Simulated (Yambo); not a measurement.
A G0W0@PBEsol run in Yambo for Ca3CdO4 (space group Cmmm, No. 65) (2×2×4 Γ-centred k mesh, bands 5 to 175 and a 7 Ry block in the screening, 175 bands in G with the Bruneval-Gonze terminator, plasmon pole fitted at 27.2 eV) gives these matrix elements, in eV, at the band edges ((0, -0.5, 0) → Γ):

| state | E0 | <Vxc> | <Σx> | <Σc(E0)> | Z |
|---|---|---|---|---|---|
| valence edge | 0.000 | -20.146 | -25.135 | 4.094 | 0.792 |
| conduction edge | 2.579 | -13.412 | -9.121 | -3.292 | 0.835 |

### Question
Solve the linearised quasiparticle equation for both states, give the gap, and say how exchange and correlation each act on it.

### Answer
E = E0 + Z(Σx + Σc − Vxc). Valence: 0.000 + 0.792 × (-25.135 + (4.094) − (-20.146)) = -0.71 eV. Conduction: 2.579 + 0.835 × (-9.121 + (-3.292) − (-13.412)) = 3.41 eV. The gap is 4.12 eV, against 2.58 eV in PBEsol. Replacing Vxc by bare exchange alone would open it by 9.28 eV; correlation takes back 7.39 eV of that, and Z scales what is left. Convergence of the G0W0 settings was not tested. Spin-orbit splittings are left out.

Geometry of the Materials Project entry, not relaxed at this level; primitive cell a = b = 5.8463 Å, c = 3.3923 Å, α = β = 90.00°, γ = 109.67°.

The structure is a Materials Project entry; no match was found in the copy of COD used, and its stability was not checked.
